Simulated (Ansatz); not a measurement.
Level of theory: Ansatz, DFT PBE, scalar-relativistic, plane waves, PAW. All cells share a 420 eV cutoff and Γ-centred k meshes spaced about 0.3 Å⁻¹ or finer (0.25 for metals, 2π included). No spin polarisation in the final relaxations.

All energies are static (0 K, no zero-point motion). All come from trial cells, and lower structures may exist.

Question: Which of these relaxed structures of TaCl3F is the lowest in energy?
1.

```cif
data_structure
_symmetry_space_group_name_H-M 'Immm'
_symmetry_Int_Tables_number 71
_cell_length_a 4.1117
_cell_length_b 4.8429
_cell_length_c 14.7739
_cell_angle_alpha 90.000
_cell_angle_beta 90.000
_cell_angle_gamma 90.000
_cell_volume 294.19
loop_
_atom_site_label
_atom_site_type_symbol
_atom_site_symmetry_multiplicity
_atom_site_Wyckoff_symbol
_atom_site_fract_x
_atom_site_fract_y
_atom_site_fract_z
_atom_site_occupancy
Ta1 Ta 2 a 0.00000 0.00000 0.00000 1
Cl1 Cl 4 i 0.00000 0.00000 0.84273 1
Cl2 Cl 2 d 0.00000 0.50000 0.00000 1
F1 F 2 b 0.50000 0.00000 0.00000 1
```

2.

```cif
data_structure
_symmetry_space_group_name_H-M 'C2/m'
_symmetry_Int_Tables_number 12
_cell_length_a 13.3638
_cell_length_b 6.5067
_cell_length_c 9.4982
_cell_angle_alpha 90.000
_cell_angle_beta 134.598
_cell_angle_gamma 90.000
_cell_volume 588.09
loop_
_atom_site_label
_atom_site_type_symbol
_atom_site_symmetry_multiplicity
_atom_site_Wyckoff_symbol
_atom_site_fract_x
_atom_site_fract_y
_atom_site_fract_z
_atom_site_occupancy
Ta1 Ta 4 g 0.00000 0.76720 0.00000 1
Cl1 Cl 8 j 0.99541 0.25137 0.75258 1
Cl2 Cl 4 i 0.69902 0.50000 0.19290 1
F1 F 4 i 0.62973 0.00000 0.12567 1
```

3.

```cif
data_structure
_symmetry_space_group_name_H-M 'Cm'
_symmetry_Int_Tables_number 8
_cell_length_a 13.2684
_cell_length_b 6.7736
_cell_length_c 9.0967
_cell_angle_alpha 90.000
_cell_angle_beta 132.355
_cell_angle_gamma 90.000
_cell_volume 604.16
loop_
_atom_site_label
_atom_site_type_symbol
_atom_site_symmetry_multiplicity
_atom_site_Wyckoff_symbol
_atom_site_fract_x
_atom_site_fract_y
_atom_site_fract_z
_atom_site_occupancy
Ta1 Ta 4 b 0.49597 0.28149 0.99493 1
Cl1 Cl 4 b 0.26114 0.25060 0.74824 1
Cl2 Cl 2 a 0.00906 0.00000 0.79529 1
Cl3 Cl 2 a 0.98455 0.00000 0.19637 1
Cl4 Cl 2 a 0.99906 0.50000 0.18090 1
Cl5 Cl 2 a 0.02014 0.50000 0.83758 1
F1 F 4 b 0.68748 0.27829 0.19575 1
```

Answer: 3. It has space group Cm (No. 8); the next, 2, with space group C2/m (No. 12), lies 71 meV/atom higher. Counting Cl or F atoms around Ta (for each partner element, those within 1.25 times its shortest distance or 1.15 times the sum of covalent radii, where it is the nearest in units of that sum or under 1.3), the lowest and the next both have Ta 6.

No dispersion correction is applied, so the spacing and binding between layers, chains or molecules are poorly described (Cm, C2/m, Immm), and this can change margins and order among such cells. These runs have no spin–orbit coupling, which can matter for Ta. In Immm an odd number of electrons in the primitive cell allows no gap without spin; a larger cell or a magnetic state could open one. A magnetic state wasn't ruled out in cells without spin, among them Immm. With atoms moved at random, Cm came back. Without a clear test, and held by symmetry: C2/m and Immm. Some types were kept out of the candidates beforehand, so the set may lack a known form.
